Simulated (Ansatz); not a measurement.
Relaxed-ion elastic tensor of SiW3 in space group Fm-3m (No. 225; Si on 4a, W on 4b, W on 8c) in GPa (Voigt order), the program Ansatz at the PBEsol level (PAW); density 16.26 g/cm³, 14.80 Å³ per atom.

|  | 1 | 2 | 3 | 4 | 5 | 6 |
|---|---|---|---|---|---|---|
| 1 | 315 | 270 | 270 | 0.0 | 0.0 | 0.0 |
| 2 | 270 | 315 | 270 | 0.0 | 0.0 | 0.0 |
| 3 | 270 | 270 | 315 | 0.0 | 0.0 | 0.0 |
| 4 | 0.0 | 0.0 | 0.0 | 137 | 0.0 | 0.0 |
| 5 | 0.0 | 0.0 | 0.0 | 0.0 | 137 | 0.0 |
| 6 | 0.0 | 0.0 | 0.0 | 0.0 | 0.0 | 137 |

Problem. Is the crystal mechanically stable?

Solution. Yes: the smallest eigenvalue of C is 45.4 GPa.

Problem. Work out the Voigt, Reuss and Hill averages.

Solution. K_V = 285, K_R = 285, K_H = 285; G_V = 91.0, G_R = 45.4, G_H = 68.2 GPa.

Problem. Give Young's modulus, Poisson's ratio, Pugh's ratio and the universal anisotropy index.

Solution. E = 9KG/(3K + G) = 190 GPa; ν = 0.39; K/G = 4.18 (ductile by the Pugh limit of 1.75); A_U = 5G_V/G_R + K_V/K_R − 6 = 5.02.

Problem. Estimate the sound speeds and the Debye temperature.

Solution. v_l = √((K + 4G/3)/ρ) = 4810 m/s, v_t = √(G/ρ) = 2050 m/s, mean 2320 m/s; Θ = (h/k)(3n/4πV)^(1/3) v_m = 281 K.

Problem. Give the Zener ratio and Young's modulus along [100], [110] and [111].

Solution. A = 2C44/(C11 − C12) = 6.02; 1/E = S11 − 2(S11 − S12 − S44/2)Γ with Γ = 0, 1/4, 1/3 gives 66.3, 170, 353 GPa.

A made-up cell: these elements were put on the sites of a structure type; neither database checked (COD, Materials Project) lists it. Whether it is the stable phase at ambient conditions was not checked. The cell was relaxed with PBEsol under the symmetry of its start; its stability against distortions is not shown here. No spin polarisation was allowed. As this level gives no gap, shear constants depend on the k-mesh and smearing (Fermi–Dirac, 0.1 eV here). Spin–orbit coupling is left out wherever it is not named.

Potentials: the earlier of the program's two PAW sets. The files were generated under PBE; for other functionals the program regenerates the frozen cores, and for LDA and PBEsol the local potential too.
